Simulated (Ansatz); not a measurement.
## Elastic constants of ZrC (Fm-3m) under pressure

```yaml
crystal:
  lattice:
    - [0.00000, 2.33466, 2.33466]
    - [2.33466, 0.00000, 2.33466]
    - [2.33466, 2.33466, 0.00000]
  atoms:
    - { symbol: Zr, position: [0.50000, 0.50000, 0.50000] }
    - { symbol: C, position: [0.00000, 0.00000, 0.00000] }
```

This is the zero-pressure cell. At each pressure cell and atoms are relaxed in this structure, and the constants are slopes of the stress at strains of ±0.005 with relaxed ions (the coefficients that govern stability under load). Level: PBEsol, PAW on Ansatz 0.2.0's default frozen-core files (fitted under PBE), scalar-relativistic; k mesh 18×18×18, strains of ±0.005, Fermi-Dirac smearing of 0.100 eV, cutoff 420 eV. P is the pressure of the relaxed cell, less that of this one.

```csv
P (GPa),V/V₀,C11 (GPa),C12 (GPa),C44 (GPa)
0.00,1.0000,496.1,106.0,155.5
1.02,0.9957,505.2,107.7,156.2
2.00,0.9917,513.7,109.2,156.7
4.00,?,?,?,?
7.04,0.9722,557.2,117.4,159.6
10.04,0.9615,582.6,122.2,161.2
15.04,0.9448,624.0,130.2,163.6
```

Problem. Does the bulk modulus from the constants agree with the pressure-volume curve?

Solution. A third-order Birch-Murnaghan fit to the volumes shown (F against f, f = [(V₀/V)^(2/3) − 1]/2) gives B₀ = 236.0 GPa and B′ = 4.0. Its −V dP/dV stands beside (C11 + 2C12)/3:

| P (GPa) | from P(V) | from the constants |
| --- | --- | --- |
| 0.00 | 236.0 | 236.0 |
| 1.02 | 240.1 | 240.2 |
| 2.00 | 244.0 | 244.1 |
| 7.04 | 263.9 | 264.0 |
| 10.04 | 275.6 | 275.7 |
| 15.04 | 294.9 | 294.8 |

Problem. What are the pressure derivatives at zero pressure?

Solution. Slopes at V₀ of quadratic fits in −ln(V/V₀) through the first four rows shown, divided by B₀: dC11/dP = 8.9, dC12/dP = 1.6, dC44/dP = 0.6. The mean slopes up to 2.0 GPa are 8.8, 1.6, 0.6; curvature and scatter of the constants part the two. The combination (dC11/dP + 2 dC12/dP)/3 = 4.0 stands against B′.

Problem. Fill the row at 4.00 GPa.

Solution. Cubic fits in −ln(V/V₀) through all rows shown give C11 = 531.2, C12 = 112.5, C44 = 157.9 GPa. Computed: V/V₀ = 0.9837, C11 (GPa) = 531.2, C12 (GPa) = 112.5, C44 (GPa) = 157.9.

Problem. Does a shear stiffness soften?

Solution. C44 goes from 155.5 to 163.6 GPa; (C11 − C12)/2 goes from 195.1 to 246.9 GPa. Neither ends more than 3 % under its start, and the lattice stays mechanically stable over this range.

Known limits: no other phase was computed; many crystals of this kind change structure within this range, and rows or crossings beyond such a change describe a metastable lattice; frozen-core PAW files fitted under PBE, their cores solved anew for the functional of the run; responses of metals move with mesh and smearing; phonons weren't checked at these pressures.
